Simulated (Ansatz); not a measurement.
## Eigenvalues along a path: Li2Pd

```yaml
crystal:
  lattice:
    - [2.92424, 0.00000, 0.00000]
    - [-1.46212, 2.53247, 0.00000]
    - [0.00000, 0.00000, 2.55523]
  atoms:
    - { symbol: Li, position: [0.33333, 0.66667, 0.50000] }
    - { symbol: Li, position: [0.66667, 0.33333, 0.50000] }
    - { symbol: Pd, position: [0.00000, 0.00000, 0.00000] }
```

The base volume is that of a database entry, with shape and atoms relaxed on PAW files at held volume, so it needn't be at zero pressure; the structure needn't be the stable phase, at rest or compressed.

Computed with Ansatz 0.2.0; functional PBEsol, scalar-relativistic. Settings: a Γ-centred 10×10×13 k mesh, Fermi–Dirac smearing of 0.05 eV, no spin polarisation. Methods: LAPW: all electrons, basis error target 1 meV/atom.

This run: volume at 0.45 of the series' base cell.

The structure type is held throughout; the real material can change phase at far lower pressure.

Path points, in fractions of the reciprocal vectors: Γ (0.000, 0.000, 0.000), M (0.500, 0.000, 0.000), K (0.333, 0.333, 0.000), A (0.000, 0.000, 0.500), L (0.500, 0.000, 0.500), H (0.333, 0.333, 0.500). Levels in eV from the Fermi level; bands 12 to 19, counted from the lowest band of the run. The gap is zero, the pressure 182.9 GPa.

```
# k(1/Å) point b12 b13 b14 b15 b16 b17 b18 b19
0.000 Γ -7.50 -6.90 -6.06 -6.06 -2.95 -2.95 6.99 9.84
0.207 - -7.46 -6.81 -6.06 -5.92 -3.09 -2.97 7.35 8.38
0.414 - -7.47 -6.62 -5.85 -5.51 -3.45 -3.03 6.58 6.64
0.620 - -7.61 -6.63 -5.03 -4.88 -3.88 -3.10 4.85 5.00
0.827 - -7.79 -6.70 -4.25 -4.10 -3.77 -3.17 3.13 3.56
1.034 - -7.94 -6.76 -4.50 -3.37 -3.23 -2.22 1.36 2.44
1.241 M -8.00 -6.78 -4.59 -3.25 -3.03 -0.73 -0.19 1.98
1.360 - -8.00 -6.72 -4.57 -3.28 -3.17 -0.58 -0.30 2.06
1.479 - -8.01 -6.54 -4.52 -3.49 -3.39 -0.55 -0.22 2.22
1.599 - -8.02 -6.24 -4.44 -3.89 -3.54 -0.88 0.25 2.35
1.718 - -8.04 -5.85 -4.34 -4.30 -3.72 -1.19 0.75 2.35
1.837 - -8.06 -5.41 -4.68 -4.21 -3.90 -1.44 1.25 2.15
1.957 K -8.07 -5.02 -5.02 -4.07 -4.07 -1.54 1.75 1.75
2.195 - -8.03 -5.57 -4.80 -4.27 -3.76 -1.24 0.73 2.72
2.434 - -7.89 -5.91 -5.23 -4.25 -3.47 -2.15 1.55 3.75
2.673 - -7.68 -6.07 -5.83 -3.99 -3.80 -3.23 3.57 4.94
2.912 - -7.51 -6.38 -6.10 -5.12 -3.56 -3.07 5.78 6.41
3.150 - -7.45 -6.78 -6.07 -5.85 -3.14 -2.98 7.46 8.04
3.389 Γ -7.50 -6.90 -6.06 -6.06 -2.95 -2.95 6.99 9.84
3.594 - -7.44 -6.77 -5.99 -5.99 -3.19 -3.19 6.86 10.34
3.799 - -7.59 -6.04 -5.81 -5.81 -3.77 -3.77 6.44 10.28
4.004 - -7.92 -5.54 -5.54 -4.71 -4.46 -4.46 5.70 9.39
4.209 - -8.26 -5.25 -5.25 -5.07 -5.07 -2.97 4.56 8.52
4.414 - -8.50 -5.48 -5.48 -5.02 -5.02 -0.97 3.00 7.89
4.619 A -8.59 -5.62 -5.62 -4.94 -4.94 0.95 1.23 7.65
4.825 - -8.38 -5.71 -5.70 -5.05 -4.81 0.94 1.19 7.88
5.032 - -7.81 -5.95 -5.93 -5.29 -4.46 0.88 1.01 8.48
5.239 - -7.15 -6.23 -6.22 -5.31 -3.94 0.69 0.76 9.28
5.446 - -6.96 -6.48 -6.45 -4.47 -3.36 0.33 0.45 8.86
5.652 - -7.08 -6.67 -6.58 -3.00 -2.89 -0.22 0.05 7.20
5.859 L -7.14 -6.73 -6.63 -2.70 -1.59 -1.28 -0.06 6.56
5.979 - -7.08 -6.73 -6.63 -3.03 -1.61 -0.88 -0.09 6.53
6.098 - -6.89 -6.73 -6.65 -3.60 -1.65 -0.17 -0.09 6.43
6.217 - -6.73 -6.67 -6.59 -4.17 -1.71 -0.28 0.82 6.22
6.337 - -6.73 -6.70 -6.22 -4.68 -1.78 -0.39 1.81 5.78
6.456 - -6.73 -6.72 -5.81 -5.11 -1.84 -0.47 2.86 5.00
6.575 H -6.73 -6.73 -5.46 -5.46 -1.87 -0.50 3.95 3.95
6.814 - -6.70 -6.70 -5.89 -5.19 -1.80 -0.37 1.84 6.22
7.053 - -6.59 -6.56 -5.99 -5.65 -2.24 -0.01 0.75 8.50
7.292 - -6.56 -6.36 -6.32 -5.80 -3.35 0.48 0.74 9.98
7.530 - -7.56 -6.05 -6.01 -5.44 -4.25 0.86 0.91 8.85
7.769 - -8.31 -5.75 -5.73 -5.09 -4.77 0.93 1.17 7.96
8.008 A -8.59 -5.62 -5.62 -4.94 -4.94 0.95 1.23 7.65
```
